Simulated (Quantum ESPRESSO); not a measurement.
# Zr3InPt2Ta2: input and log of a self-consistent run

A calculation, not a measurement. The program is pw.x of Quantum ESPRESSO 7.5 (plane-wave density functional theory). The cell is made up: eight metal atoms on a face-centred cubic lattice, with elements, volume, strain and displacements drawn at random and not relaxed, so it may be unstable or far from any real phase. PseudoDojo standard norm-conserving files set the functional (PBE unless stated); there is no spin polarisation or spin-orbit coupling, the Fermi-Dirac width of 0.25 eV means electrons at about 2900 K, and the masses in the input are unused placeholders. Heavy elements are run without spin-orbit coupling, which real alloys of them have. A spin test at this wide smearing found no moment, but such smearing suppresses magnetism that the real alloy may have.

Input:

```
&control calculation='scf', pseudo_dir='./dojo.nc.sr.pbe.v0_5.standard.upf', outdir='./o', disk_io='minimal', tprnfor=.true., tstress=.true. /
&system ibrav=0, nat=8, ntyp=4, nbnd=74, ecutwfc=84.00895049, nosym=.true., tot_charge=0,
 occupations='smearing', smearing='fd', degauss=0.0183746611
/
&electrons conv_thr=1.470e-08, electron_maxstep=70, mixing_beta=0.5 /
ATOMIC_SPECIES
In 1.0 In.upf
Pt 1.0 Pt.upf
Ta 1.0 Ta.upf
Zr 1.0 Zr.upf
CELL_PARAMETERS angstrom
-0.0067 -0.0712 -4.3343
4.3753 0.0707 0.0067
-0.1415 -8.5972 -0.1424
ATOMIC_POSITIONS angstrom
Zr -0.0306 0.0219 0.052
Zr -0.0307 -4.3467 -0.1368
In 2.1719 -1.9443 -0.0992
Pt 2.0141 -6.3042 -0.1788
Zr -0.0414 -2.1713 -2.2346
Ta -0.0765 -6.5118 -2.13
Ta 2.3024 -0.1627 -2.3225
Pt 2.1882 -4.3545 -2.1153
K_POINTS automatic
5 5 3 1 1 1
```

The log is shortened where brackets say so; the opening notice, blank lines, dates and the lines on written files are dropped, and the path of the files is cut. It prints rydbergs, bohrs and kilobars, and counts compression as positive stress. Its total energy is the free energy E - TS of the whole cell.

```
     Program PWSCF v.7.5
     Parallel version (MPI & OpenMP), running on       4 processor cores
     Number of MPI processes:                 4
     Threads/MPI process:                     1
     [start-up lines left out]
     bravais-lattice index     =            0
     lattice parameter (alat)  =       8.1918  a.u.
     unit-cell volume          =    1099.6286 (a.u.)^3
     number of atoms/cell      =            8
     number of atomic types    =            4
     number of electrons       =       111.00
     number of Kohn-Sham states=           74
     kinetic-energy cutoff     =      84.0090  Ry
     charge density cutoff     =     336.0358  Ry
     scf convergence threshold =      1.5E-08
     mixing beta               =       0.5000
     number of iterations used =            8  plain     mixing
     Exchange-correlation= PBE
                           (   1   4   3   4   0   0   0)
     [axes and pseudopotential details left out]
   Cartesian axes
     site n.     atom                  positions (alat units)
         1        Zr     tau(   1) = (  -0.0070590   0.0050520   0.0119957  )
         2        Zr     tau(   2) = (  -0.0070821  -1.0027244  -0.0315579  )
         3        In     tau(   3) = (   0.5010277  -0.4485235  -0.0228841  )
         4        Pt     tau(   4) = (   0.4646254  -1.4542930  -0.0412467  )
         5        Zr     tau(   5) = (  -0.0095504  -0.5008893  -0.5154917  )
         6        Ta     tau(   6) = (  -0.0176475  -1.5021835  -0.4913620  )
         7        Ta     tau(   7) = (   0.5311323  -0.0375327  -0.5357691  )
         8        Pt     tau(   8) = (   0.5047879  -1.0045238  -0.4879709  )
     number of k points=    38  Fermi-Dirac smearing, width (Ry)=  0.0184
                       cart. coord. in units 2pi/alat
        k(    1) = (   0.1005859  -0.0840561  -0.0987883), wk =   0.0533333
        k(    2) = (   0.0951597   0.2522720  -0.1043048), wk =   0.0533333
     [further k points left out]
     Dense  grid:   114351 G-vectors     FFT dimensions: (  48,  50,  96)
     Estimated max dynamical RAM per process >     375.00 MB
     Estimated total dynamical RAM >       1.38 GB
     Initial potential from superposition of free atoms
     starting charge     110.9869, renormalised to     111.0000
     Starting wfcs are   79 randomized atomic wfcs
     total cpu time spent up to now is        5.2 secs
     per-process dynamical memory:   283.1 Mb
     Self-consistent Calculation
     iteration #  1     ecut=    84.01 Ry     beta= 0.50
     Davidson diagonalization with overlap
     ethr =  1.00E-02,  avg # of iterations =  2.7
     total cpu time spent up to now is       17.1 secs
     total energy              =   -1216.51061353 Ry
     estimated scf accuracy    <       4.81373826 Ry
     iteration #  2     ecut=    84.01 Ry     beta= 0.50
     Davidson diagonalization with overlap
     ethr =  4.34E-03,  avg # of iterations =  4.1
     total cpu time spent up to now is       32.2 secs
     total energy              =   -1214.84278681 Ry
     estimated scf accuracy    <      81.27874115 Ry
     iteration #  3     ecut=    84.01 Ry     beta= 0.50
     Davidson diagonalization with overlap
     ethr =  4.34E-03,  avg # of iterations =  4.5
     total cpu time spent up to now is       46.5 secs
     total energy              =   -1219.30435090 Ry
     estimated scf accuracy    <       3.77944459 Ry
     iteration #  4     ecut=    84.01 Ry     beta= 0.50
     Davidson diagonalization with overlap
     ethr =  3.40E-03,  avg # of iterations =  1.8
     total cpu time spent up to now is       57.6 secs
     total energy              =   -1219.57120683 Ry
     estimated scf accuracy    <       0.89414448 Ry
     iteration #  5     ecut=    84.01 Ry     beta= 0.50
     Davidson diagonalization with overlap
     ethr =  8.06E-04,  avg # of iterations =  3.0
     total cpu time spent up to now is       68.4 secs
     total energy              =   -1219.56290923 Ry
     estimated scf accuracy    <       0.29194039 Ry
     [iterations 6 to 12 left out]
     iteration # 13     ecut=    84.01 Ry     beta= 0.50
     Davidson diagonalization with overlap
     ethr =  9.87E-09,  avg # of iterations =  2.2
     total cpu time spent up to now is      156.4 secs
     total energy              =   -1219.58457232 Ry
     estimated scf accuracy    <       0.00000158 Ry
     iteration # 14     ecut=    84.01 Ry     beta= 0.50
     Davidson diagonalization with overlap
     ethr =  1.42E-09,  avg # of iterations =  2.7
     total cpu time spent up to now is      166.7 secs
     total energy              =   -1219.58457254 Ry
     estimated scf accuracy    <       0.00000040 Ry
     iteration # 15     ecut=    84.01 Ry     beta= 0.50
     Davidson diagonalization with overlap
     ethr =  3.62E-10,  avg # of iterations =  2.4
     total cpu time spent up to now is      177.3 secs
     total energy              =   -1219.58457257 Ry
     estimated scf accuracy    <       0.00000004 Ry
     iteration # 16     ecut=    84.01 Ry     beta= 0.50
     Davidson diagonalization with overlap
     ethr =  3.42E-11,  avg # of iterations =  5.2
     total cpu time spent up to now is      190.3 secs
     total energy              =   -1219.58457254 Ry
     estimated scf accuracy    <       0.00000062 Ry
     iteration # 17     ecut=    84.01 Ry     beta= 0.50
     Davidson diagonalization with overlap
     ethr =  3.42E-11,  avg # of iterations =  2.7
     total cpu time spent up to now is      201.5 secs
     End of self-consistent calculation
     [lines on levels left out]
!    total energy              =   -1219.58457258 Ry
     estimated scf accuracy    <          2.1E-09 Ry
     smearing contrib. (-TS)   =      -0.12493157 Ry
     internal energy E=F+TS    =   -1219.45964101 Ry
     The total energy is F=E-TS. E is the sum of the following terms:
     one-electron contribution =    -310.21911671 Ry
     hartree contribution      =     210.60755260 Ry
     xc contribution           =    -254.26592214 Ry
     ewald contribution        =    -865.58215476 Ry
     convergence has been achieved in  17 iterations
     Forces acting on atoms (cartesian axes, Ry/au):
     atom    1 type  4   force =     0.02209107    0.05064950   -0.03209799
     atom    2 type  4   force =    -0.00717181   -0.04699536    0.02716968
     atom    3 type  1   force =    -0.00578741   -0.07196132    0.00167129
     atom    4 type  2   force =     0.00786916   -0.03606418    0.01604924
     atom    5 type  4   force =     0.02056567   -0.03879998   -0.00241677
     atom    6 type  3   force =     0.00104038    0.01942789   -0.02636625
     atom    7 type  3   force =    -0.04360839    0.11733256    0.04252952
     atom    8 type  2   force =     0.00500133    0.00641088   -0.02653872
     Total force =     0.187543     Total SCF correction =     0.000278
     Computing stress (Cartesian axis) and pressure
          total   stress  (Ry/bohr**3)                   (kbar)     P=      -46.99
  -0.00062464  -0.00013933  -0.00002848          -91.89      -20.50       -4.19
  -0.00013933  -0.00017617  -0.00014949          -20.50      -25.92      -21.99
  -0.00002848  -0.00014949  -0.00015759           -4.19      -21.99      -23.18
     init_run     :      4.95s CPU      5.16s WALL (       1 calls)
     electrons    :    190.99s CPU    196.30s WALL (       1 calls)
     forces       :      1.94s CPU      1.97s WALL (       1 calls)
     stress       :      6.52s CPU      6.72s WALL (       1 calls)
     [timing details left out]
     PWSCF        :   3m24.47s CPU   3m30.29s WALL
     JOB DONE.
```

In other units: free energy -16593.293 eV for the cell, pressure -4.70 GPa, largest force component 3.017 eV/Å in size. The run took 212 s of wall time with four MPI processes on a shared machine (Intel Xeon, 2023 or later, virtual cores), so the time is rough. A rerun of this cell at a higher cutoff and on a denser mesh moved values by no more than 0.002 eV in energy, 0.04 GPa in stress and 0.013 eV/Å in force, and a second program with other atomic files agreed on that cell to 2 % rms in force and 0.5 GPa in pressure.